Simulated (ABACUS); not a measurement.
Set-up for a self-consistent single point of AlGaN₂ (P-4m2, 4 atoms in the cell; from Materials Project mp-1008556, changed as shown).

```
AlGaN2
1.0
    3.07806     0.00000     0.00000
    0.00000     3.07806     0.00000
    0.00000     0.00000     4.33536
Al Ga N
1 1 2
Direct
  0.50000   0.50000   0.50000
  0.00000   0.00000   0.00000
  0.50000   0.00000   0.73826
  0.00000   0.50000   0.26174
```

Level of theory: LDA (PW92), PseudoDojo 0.4 standard norm-conserving LDA (tails mended) pseudopotentials (plane waves; ABACUS).

ABACUS settings:

```
setting                                                               value
---------------  ----------------------------------------------------------
KPT                                                     Gamma 10 10 6 0 0 0
basis_type                                                               pw
dft_functional                                                        PWLDA
ecutwfc                                                               84 Ry
smearing_method                                                       fixed
potentials       PseudoDojo 0.4 standard norm-conserving LDA (tails mended)
symmetry                                                                  1
symmetry_prec                                                         1e-05
ks_solver                                                      dav_subspace
scf_nmax                                                                100
scf_thr                                                          1.0e-09 Ry
mixing_type                                                           pulay
```

Results:

Number of valence electrons: 26
Number of bands: 23
Number of k-points after the program's reduction: 84
Number of plane waves (most at a k-point): 3627
Number of SCF iterations: 8
FFT grid: 36 × 36 × 48
Free energy E − TS: -2710.6743 eV
Top of the valence band (on the code's own zero): 9.40 eV
Gap on the k-point mesh: 3.29 eV
Pressure: 6.91 GPa
Largest force (vector length): 0.156 eV/Å

Forces (eV/Å):
| atom | Fx | Fy | Fz |
|---|---|---|---|
| Al1 | 0.000 | 0.000 | 0.000 |
| Ga2 | 0.000 | 0.000 | 0.000 |
| N3 | 0.000 | 0.000 | 0.156 |
| N4 | 0.000 | 0.000 | -0.156 |

Stress (GPa, positive for compression):
```
7.01  0.00  0.00
0.00  7.01  0.00
0.00  0.00  6.71
```

Gaps are taken between levels on the mesh.

For comparison: a first run was changed to give this one (lattice scaled by 0.98), and from it to this one the free energy rises by 1.2 meV/atom, the pressure goes from -5.68 to 6.91 GPa, the largest force moves little (0.160 to 0.156 eV/Å) and the gap on the mesh goes from 2.883 to 3.294 eV.

The structure comes from a collection of computed structures, made at another level of theory; the collection holds predicted forms beside known ones.

Cost on one core: very roughly 2.3 core-minutes.

“Tails mended”: in these copies of the files the far tail of each local potential was reset to the Coulomb form.
